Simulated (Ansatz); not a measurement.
Mg2Si:
```
CELL_PARAMETERS angstrom
      0.00000     3.16294     3.16294
      3.16294     0.00000     3.16294
      3.16294     3.16294     0.00000
ATOMIC_POSITIONS crystal
  Si 0.00000 0.00000 0.00000
  Mg 0.25000 0.25000 0.25000
  Mg 0.75000 0.75000 0.75000
```

Relaxed with PBEsol. Special points in fractions of this cell's reciprocal vectors: Γ (0.000, 0.000, 0.000); X (0.500, 0.000, 0.500); U (0.625, 0.250, 0.625); K (0.375, 0.375, 0.750); L (0.500, 0.500, 0.500); W (0.500, 0.250, 0.750).

Problem. List the band energies nearest the valence-band maximum at these points for PBEsol in the plane-wave PAW code Ansatz.

Solution. In eV from the valence-band maximum; about four levels below and three above (degenerate sets whole), none deeper than 8.9 eV; points with the same levels are listed once.

| k | below | above |
|---|---|---|
| Γ | 0.00 0.00 0.00 | 1.87 2.56 2.56 2.56 |
| X | -7.14 -4.47 -1.97 -1.97 | 0.11 0.41 7.94 7.94 |
| U | -7.16 -4.05 -3.49 -1.64 | 0.65 2.97 5.84 |
| L | -7.71 -4.82 -0.71 -0.71 | 1.28 2.53 2.53 |
| W | -7.09 -3.63 -3.63 -2.71 | 2.62 3.58 3.58 |

Space group Fm-3m (fluorite or antifluorite type). Symmetry was held in the PBEsol relaxation.

Potentials: the later of the program's two PAW sets.
